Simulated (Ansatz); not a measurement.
ZnCdSe₂:
```
CELL_PARAMETERS angstrom
      4.12405     0.00000     0.00000
     -2.06203     3.57153     0.00000
      0.00000     0.00000     6.82963
ATOMIC_POSITIONS crystal
  Zn 0.00000 0.00000 0.00117
  Cd 0.66667 0.33333 0.49337
  Se 0.66667 0.33333 0.10933
  Se 0.00000 0.00000 0.64414
```

x, y and z are the axes in which the lattice vectors are written.

Question: Give the proper piezoelectric stress tensor with relaxed ions from PBEsol in the plane-wave PAW code Ansatz.

Answer: In C/m², rows x, y, z, Voigt columns; mesh uncertainty up to 0.01.
```
 0.00   0.00   0.00   0.00   0.07  -0.18
-0.18   0.18   0.00   0.07   0.00   0.00
 0.11   0.11  -0.09   0.00   0.00   0.00
```

The elastic tensor of the same run (GPa):

|  | 1 | 2 | 3 | 4 | 5 | 6 |
|---|---|---|---|---|---|---|
| 1 | 81.1 | 44.0 | 38.4 | -0.1 | 0.0 | 0.0 |
| 2 | 44.0 | 81.1 | 38.4 | 0.1 | 0.0 | 0.0 |
| 3 | 38.4 | 38.4 | 105 | 0.0 | 0.0 | 0.0 |
| 4 | -0.1 | 0.1 | 0.0 | 16.9 | 0.0 | 0.0 |
| 5 | 0.0 | 0.0 | 0.0 | 0.0 | 16.9 | -0.1 |
| 6 | 0.0 | 0.0 | 0.0 | 0.0 | -0.1 | 18.5 |

Question: Convert to strain constants d = e·S.

Answer: In pC/N:
```
 0.0   0.0   0.0   0.0   4.0  -9.7
-4.9   4.9   0.0   4.0   0.0   0.0
 1.4   1.4  -1.9   0.0   0.0   0.0
```

Space group P3m1. The first step of the workflow began from a Materials Project structure, measured or hypothetical; the Crystallography Open Database copy checked does not list it. Whether it is the stable phase at ambient conditions was not checked. The PBEsol relaxation kept the symmetry of its start; of distortions, only those at the zone centre were tested.

Potentials: the later of the program's two PAW sets.
